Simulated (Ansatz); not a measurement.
Free-standing sheet of PtSe2, relaxed with PBE+D3(BJ):

```
CELL_PARAMETERS angstrom
3.70690 0.00000 0.00000
-1.85345 3.21027 0.00000
0.00000 0.00000 31.12150
ATOMIC_POSITIONS crystal
Se 0.66667 0.33333 0.45743
Pt 0.00000 0.00000 0.50000
Se 0.33333 0.66667 0.54257
```

All runs: Ansatz, plane waves and PAW. First level: PBE+D3(BJ), scalar-relativistic. Cutoff 420 eV; k points 9×9×1 on the computed 3-atom cell (Γ-centred); Gaussian smearing, width 0.02 eV; no spin polarisation. No periodic images along c.

```yaml
Band_gap_on_the_sampled_k_points: 1.36 eV
Least_direct_gap: 1.58 eV
Ionisation_potential_from_the_Kohn-Sham_band_edge: 5.65 eV
Electron_affinity_from_the_Kohn-Sham_band_edge: 4.29 eV
```

Question: What does PBE+D3(BJ) with spin-orbit coupling give at the same atoms (9×9×1 mesh, 420 eV)?

Answer: Band gap on the sampled k points 1.18 eV; least direct gap 1.41 eV; ionisation potential from the Kohn-Sham band edge 5.45 eV; electron affinity from the Kohn-Sham band edge 4.27 eV.

Spin-orbit coupling narrows the gap by 0.18 eV: against the vacuum the valence top moves by +0.20 eV and the conduction bottom by +0.02 eV.
